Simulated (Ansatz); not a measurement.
PbS:
```xyz
2
Lattice="0.0000 2.9872 2.9872 2.9872 0.0000 2.9872 2.9872 2.9872 0.0000" Properties=species:S:1:pos:R:3 pbc="T T T"
S      0.0000     0.0000     0.0000
Pb     2.9872     2.9872     2.9872
```

Relaxed with r²SCAN. The program Ansatz at the r²SCAN level (PAW) gives a gap of 0.69 eV.

**Question.** What gap does HSE06 give on the same cell (Ansatz, PAW)?

**Answer.** 0.88 eV, 0.18 eV more. The hybrid was solved on a coarser mesh and at special points; its gap is the smallest among all of these.

```json
[
 {"k": "Γ", "v1 r²SCAN": "-2.21", "c1 r²SCAN": "5.51", "v1 HSE06": "…", "c1 HSE06": "…"},
 {"k": "X", "v1 r²SCAN": "-3.46", "c1 r²SCAN": "4.24", "v1 HSE06": "…", "c1 HSE06": "…"},
 {"k": "L", "v1 r²SCAN": "0.00", "c1 r²SCAN": "0.69", "v1 HSE06": "0.00", "c1 HSE06": "0.88"},
 {"k": "W", "v1 r²SCAN": "-1.05", "c1 r²SCAN": "2.49", "v1 HSE06": "…", "c1 HSE06": "…"},
 {"k": "K", "v1 r²SCAN": "-2.47", "c1 r²SCAN": "3.63", "v1 HSE06": "…", "c1 HSE06": "…"}
]
```

**Question.** Top valence (v1) and lowest conduction level (c1) in eV from each method's valence maximum (which need not be a listed point): supply the withheld HSE06 values.

**Answer.** 
- K, v1 HSE06: -2.66
- K, c1 HSE06: 3.97
- W, v1 HSE06: -1.16
- W, c1 HSE06: 2.78
- X, v1 HSE06: -3.77
- X, c1 HSE06: 4.48
- Γ, v1 HSE06: -2.42
- Γ, c1 HSE06: 5.99

Cost on shared cores: the r²SCAN run (SCF on a 8×8×8 mesh, then bands and DOS) roughly 21 core-seconds, the HSE06 run (SCF on 6×6×6, then a few points) around 2.2 core-minutes (rough); the tasks are unlike.

Space group Fm-3m (rock salt). The cell was relaxed with r²SCAN under the symmetry of its start; of distortions, only those at the zone centre were tested. Spin–orbit coupling is left out wherever it is not named.

Potentials: the later of the program's two PAW sets.
